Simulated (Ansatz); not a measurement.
According to the program Ansatz at the PBEsol level (PAW), Si in the cubic phase (I4_132; Si on 8a) relaxes to a = 6.391 Å. Si has 3 nearest neighbours from 2.26 Å (trigonal planar).

Electronic character: metallic (no gap).

The bulk modulus is 45.7 GPa. The relaxed-ion elastic constants in GPa are C11 = 42.1, C12 = 48.8, C44 = -13.0. The highest mode at Γ lies at 517 cm⁻¹.

The start of the workflow was typed in or built on a structure type; neither database checked (COD, Materials Project) lists it. It is not the phase usual at ambient conditions (space group No. 227). The PBEsol relaxation kept the symmetry of its start. At this level the phase is dynamically unstable (imaginary phonons). As this level gives no gap, shear constants depend on the k-mesh and smearing (Fermi–Dirac, 0.1 eV here). As this level gives no gap, phonon frequencies hold no LO–TO term and depend on the k-mesh and smearing (Fermi–Dirac, 0.1 eV here).

Potentials: the later of the program's two PAW sets.
